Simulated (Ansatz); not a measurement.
**Question.** Each is relaxed and computed with r²SCAN in the plane-wave PAW code Ansatz. Which is the only metal?
(A) NbSi2, P6_422 (Nb on 3c, Si on 6i)
(B) SiO2, P4_2/nmc (Si on 2a, O on 4d)
(C) SiC2N4, Pn-3m (Si on 2a, C on 4c, N on 8e)
(D) Cu2SiSe3, Cc (Pearson symbol mS24)

**Answer.** A, NbSi2, P6_422 (Nb on 3c, Si on 6i). NbSi2: metal; SiC2N4: gap 4.82 eV; Cu2SiSe3: gap 0.68 eV (direct); SiO2: gap 5.93 eV (indirect). Constructed cells (a structure type filled with these elements, in neither database checked): SiO2, P4_2/nmc (Si on 2a, O on 4d). Not the usual ambient phase: SiO2, P4_2/nmc (Si on 2a, O on 4d). Standing as an ambient phase not checked: NbSi2, P6_422 (Nb on 3c, Si on 6i); SiC2N4, Pn-3m (Si on 2a, C on 4c, N on 8e); Cu2SiSe3, Cc (Pearson symbol mS24). Perhaps ordered models of mixed-site phases: Cu2SiSe3, Cc (Pearson symbol mS24). All cells were relaxed under the symmetry of their starts (and spin orders); stability against distortions was not tested throughout. Rows with no word on spin ran without spin polarisation. Scalar-relativistic: spin–orbit coupling is off unless named, which matters more the heavier the elements.

Potentials: the later of the program's two PAW sets.
